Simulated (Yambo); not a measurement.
AuPO4 (space group C2/c, No. 15), G0W0@PBEsol in Yambo with this input:

```
rim_cut
gw0
dyson
el_el_corr
HF_and_locXC
ppa
em1d
RandQpts= 1000000
RandGvec= 1 Ry
EXXRLvcs= 84 Ry
VXCRLvcs= 336 Ry
Chimod= "HARTREE"
% BndsRnXp
 9 | 262 |
%
NGsBlkXp= 7 Ry
% LongDrXp
 1.0 | 1.0 | 1.0 |
%
PPAPntXp= 27.2114 eV
% GbndRnge
 1 | 262 |
%
GTermKind= "BG"
DysSolver= "n"
ExtendOut
```

On a 2×2×2 mesh, with wavefunctions cut at 84 Ry, the gap ((-0.5, -0.5, 0) → (-0.5, -0.5, 0)) is 3.907 eV and the valence edge shifts by -0.812 eV.

Problem. What happens with this change: 1 Ry block?

Solution. The gap rises by 1.016 eV, to 4.923 eV; the shift of the valence edge becomes -1.615 eV. Neither run is shown to be the converged limit.

Spin-orbit coupling is not included.

Geometry of the Materials Project entry, not relaxed at this level; primitive cell a = b = 4.8015 Å, c = 7.7596 Å, α = β = 95.93°, γ = 72.22°.

The structure is a Materials Project entry; no match was found in the copy of COD used, and its stability was not checked.

A shift is the quasiparticle energy of the state minus its PBEsol energy.
